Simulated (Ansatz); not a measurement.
## From the elastic tensor of SiSnGe2 to moduli and sound speeds

All numbers below come from Ansatz, DFT PBEsol, scalar-relativistic, plane waves, PAW. Settings: 420 eV plane-wave cutoff, Γ-centred 10×10×8 mesh, Fermi-Dirac smearing of 0.15 eV. No spin polarisation.

The structure is tetragonal, space group P-4m2 (No. 115). Conventional cell: a = 4.105 Å, b = 4.105 Å, c = 5.854 Å, α = 90.00°, β = 90.00°, γ = 90.00°. Around Si (site symmetry -4m2) lie 4 Ge at 2.44 Å. Sn (site symmetry -4m2) is surrounded by 4 Ge at 2.61 Å. Around Ge (site symmetry 2mm) lie 2 Si at 2.44 Å and 2 Sn at 2.61 Å.

The cell was built by swapping an element in a database structure (itself possibly hypothetical) and relaxing; it need not be the stable form of this composition. Without a gap, frequencies and elastic constants depend on the k mesh and the smearing, soft modes and shear constants most.

Relaxed-ion constants (GPa, on the Cartesian axes of the calculation):
C11 = 117.8, C12 = 27.6, C13 = 44.3, C22 = 117.8, C23 = 44.3, C33 = 101.3, C44 = 47.2, C55 = 47.2, C66 = 28.6 GPa; the others vanish.

Density 4.916 g/cm³; 4 atoms in 98.65 Å³.

The values that follow are for a polycrystal of randomly turned grains, by Hill's mean where one number stands.

With S = C⁻¹: B_V = (C11+C22+C33+2(C12+C13+C23))/9, G_V = (C11+C22+C33−C12−C13−C23+3(C44+C55+C66))/15, 1/B_R = S11+S22+S33+2(S12+S13+S23), 15/G_R = 4(S11+S22+S33−S12−S13−S23)+3(S44+S55+S66); Hill is their mean. Then v_l = √((B+4G/3)/ρ), v_t = √(G/ρ), v_m = [(2/v_t³+1/v_l³)/3]^(−1/3) and Θ = (ħ/k_B)·v_m·(6π²n/V)^(1/3) for n atoms in the volume V; E = 9BG/(3B+G), ν = (3B−2G)/(2(3B+G)) and A^U = 5G_V/G_R + B_V/B_R − 6.

| Property | Result |
| --- | --- |
| Bulk modulus, Voigt / Reuss / Hill | 63.2 / 63.2 / 63.2 GPa |
| Shear modulus, Voigt / Reuss / Hill | 39.3 / 37.1 / 38.2 GPa |
| Young's modulus | 95 GPa |
| Poisson ratio | 0.248 |
| Pugh ratio B/G | 1.65 (under 1.75, the rule of thumb for brittle) |
| Universal anisotropy index | 0.29 |
| Longitudinal and transverse sound speeds | 4820 and 2789 m/s |
| Debye temperature from the mean sound speed | 317 K |

The bands only touch here, so at this level the crystal is a zero-gap semiconductor or semimetal, not an ordinary metal; spin–orbit coupling, left out, can open or move such a gap.

Cost: 1 run of about 38 core-minutes, on Intel Xeon Platinum 8175M (Skylake/Cascade Lake) (shared hosts).